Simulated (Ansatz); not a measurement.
Starting cell, GaN (wurtzite):

```yaml
crystal:
  lattice:
    - [3.21838, 0.00000, 0.00000]
    - [-1.60919, 2.78720, 0.00000]
    - [0.00000, 0.00000, 5.24320]
  atoms:
    - { symbol: Ga, position: [0.66667, 0.33333, 0.00096] }
    - { symbol: Ga, position: [0.33333, 0.66667, 0.50096] }
    - { symbol: N, position: [0.66667, 0.33333, 0.62424] }
    - { symbol: N, position: [0.33333, 0.66667, 0.12424] }
```

In each cell atom 3 (N, nearest neighbour Ga at 1.967 Å; its periodic images, 3.2 Å or more away, move with it) moves by s·(0.707, 0.707, 0.000) (along Cartesian [110]), the rest being held.

Computed with PBE (plane waves to 420 eV, PAW, scalar-relativistic; Ansatz, a quantum-chemistry and plane-wave program). k mesh 10×10×5 (Γ-centred), Fermi-Dirac smearing 0.05 eV. Energies are smeared free energies. GaN was relaxed with its symmetry unable to fall. ΔE is measured from the undisplaced structure.

```json
[
 {"s (Å)": "-0.200", "ΔE (meV/cell)": "214.5"},
 {"s (Å)": "-0.160", "ΔE (meV/cell)": "140.9"},
 {"s (Å)": "-0.120", "ΔE (meV/cell)": "81.4"},
 {"s (Å)": "-0.080", "ΔE (meV/cell)": "37.3"},
 {"s (Å)": "-0.040", "ΔE (meV/cell)": "9.6"},
 {"s (Å)": "0.000", "ΔE (meV/cell)": "0.0"},
 {"s (Å)": "0.040", "ΔE (meV/cell)": "10.3"},
 {"s (Å)": "0.080", "ΔE (meV/cell)": "42.5"},
 {"s (Å)": "0.120", "ΔE (meV/cell)": "99.3"},
 {"s (Å)": "0.160", "ΔE (meV/cell)": "183.4"},
 {"s (Å)": "0.200", "ΔE (meV/cell)": "withheld"}
]
```

**Question.** Fit a polynomial form (powers 2, 3, 4) to the given rows and predict ΔE at s = 0.200.

**Answer.** Least squares on the 10 given rows: ΔE = (6207)·s² + (5192)·s³ + (4863)·s⁴, in meV/cell with s in Å; root-mean-square residual 0.05 meV/cell. At 0.200 the fit gives 297.6 meV/cell; the calculation gives 298.4 meV/cell, so the extrapolation is off by -0.8 (-0.3 %). The quadratic term alone would give 248.3 meV/cell.

(A displaced cell: forces are minus the slopes of the energy, force constants its curvatures, and phonons follow from these.)
